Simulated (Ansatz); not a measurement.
ZnCu in space group Fd-3m (No. 227; Cu on 8b, Zn on 8a), PBEsol (plane waves, PAW; program Ansatz), all energies at zero smearing, with the estimated change up to a 700 eV cutoff added, with one set of potentials and settings (totals compare only within such a set). Cell of 4 atoms (2 Cu, 2 Zn): -19739.645 eV.

```tsv
element	reference phase	E (eV/atom)
Cu	Fm-3m, 1 atoms in the cell	-6588.7834
Zn	P6_3/mmc, 2 atoms in the cell	-3280.9105
```

Formation energy per atom, worked out: (-19739.645 − 2×(-6588.7834) − 2×(-3280.9105))/4 = -0.064 eV/atom (-6 kJ per mol of atoms), at 0 K, without zero-point energy or fitted corrections.

The start of the workflow was typed in or built on a structure type; neither database checked (COD, Materials Project) lists it. It is not the phase usual at ambient conditions (space group No. 221). The PBEsol relaxation kept the symmetry of its start; whether a distortion lowers the energy is not shown. No spin polarisation was allowed. The references are the lowest solids computed at this level, not always the standard phases.

Potentials: the earlier of the program's two PAW sets. The files were generated under PBE; for other functionals the program regenerates the frozen cores, and for LDA and PBEsol the local potential too.
